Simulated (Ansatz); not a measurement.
## YSb: zone-centre modes under pressure

YSb, Fm-3m, a = 6.060 Å. The structure is a COD entry; whether it is the stable form wasn't checked. Ansatz: LDA, PAW, 420 eV, Γ-centred 12×12×12 mesh on 2 atoms, Fermi-Dirac smearing 0.15 eV; no spin polarisation. Cell and atoms are relaxed at each pressure with the symmetry kept; optical modes at Γ by linear response, in cm⁻¹, the highest.

| P (GPa) | V (Å³/atom) | ω1 |
| --- | --- | --- |
| 0 | 27.813 | 174.3 |
| 3 | 26.728 | ? |
| 10 | 24.820 | 212.8 |

Task: Get the mode's Grüneisen parameter γ = −d ln ω/d ln V from the other rows and predict the missing frequency.

Result: ln(V/V0) = 0.0000, -0.0398, -0.1139; a line through ln(ω/ω0) of the 2 known rows gives ω1: γ = 1.752, predicted 186.9, computed 187.6. The miss is 0.4 %, or 5 % of the shift under pressure, so a constant γ serves at that level. In a metal these frequencies hang on the mesh and smearing.